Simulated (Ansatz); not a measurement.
# Cs: energy along a strain

Cs, Fm-3m, a = 7.897 Å (as given, not relaxed at this level: -0.4 GPa). This isn't the element's structure at ambient conditions. Ansatz: LDA, PAW, 420 eV, Γ-centred 10×10×10 mesh on 1 atom, Gaussian smearing 0.15 eV; no spin polarisation. Cell vectors (Å): 0.000 3.948 3.948; 3.948 0.000 3.948; 3.948 3.948 0.000. The cell is strained by x per cent times the pattern (0 0 0 0 1 0) in the order xx yy zz yz xz xy (engineering shears), with fractional coordinates held. y is the free energy over the start, V0 = 123.104 Å³/atom. Symmetry makes y even in x. Points with a strain past 8.5 % were computed too (4) and aren't used here.

| x (%) | y (meV/atom) |
| --- | --- |
| -7.50 | 1.40 |
| 0.00 | 0.00 |
| 1.87 | 0.09 |
| 3.75 | ? |
| 5.62 | 0.78 |

Task: Fit y = c2 x² + c4 x⁴ to the other rows, get the stiffness along the pattern, and predict the missing energy.

Result: Least squares on the rows shown. y = 0.02453 x² + 6.355×10⁻⁶ x⁴. The clamped-ion stiffness p·C·p = 2 × 0.2453 eV × 160.2 / 123.104 Å³ = 0.6 GPa, which is C55 in these axes (C44 of the cubic crystal) (second derivative at the start, which stands under stress). At x = 3.75 the fit asked for gives 0.35 meV/atom. The run gave 0.34 meV/atom, so the fit is 0.01 meV/atom too high, a small miss on the scale of the series.